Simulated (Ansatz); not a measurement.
The relaxed structure here is a generated cell of Al: the first start was made by a random draw of sites in a space group, and the end was not matched to a known phase here, so it may be hypothetical. Known forms of Al include space group No. 225.

The end point of a relaxation of Al. Space group Im-3m (No. 229). These are r2SCAN (plane waves to 500 eV, PAW, scalar-relativistic; Ansatz, a first-principles code) values and carry that method's errors.

Space group Im-3m (No. 229); a = b = c = 5.170 Å, α = β = γ = 90.00°

```json
[
 {"atom": "Al", "site": "6b", "symmetry": "4/mm.m", "x": "0.0000", "y": "0.0000", "z": "0.5000"}
]
```
(The calculation used a cell of 3 atoms; values per cell refer to that cell.)

```yaml
volume_per_atom: 23.02 Å³
band_gap: no gap (metallic)
shortest_distances: Al–Al 2.58 Å
k-mesh: 13×13×13
```

Band energies at high-symmetry points (eV from the Fermi level; labels of this space group; no spin-orbit coupling), from −5 eV up to 2.7 eV:

```tsv
point	energies
Γ	-0.56 -0.56 -0.56 1.31 1.31
H	-3.64 -3.64 -3.64 -0.69
N	-1.89 -1.87 0.09 0.40
P	-2.82
```

No spin polarisation in the result.

The run could not lose the symmetry of its start, so the end can be a saddle point.
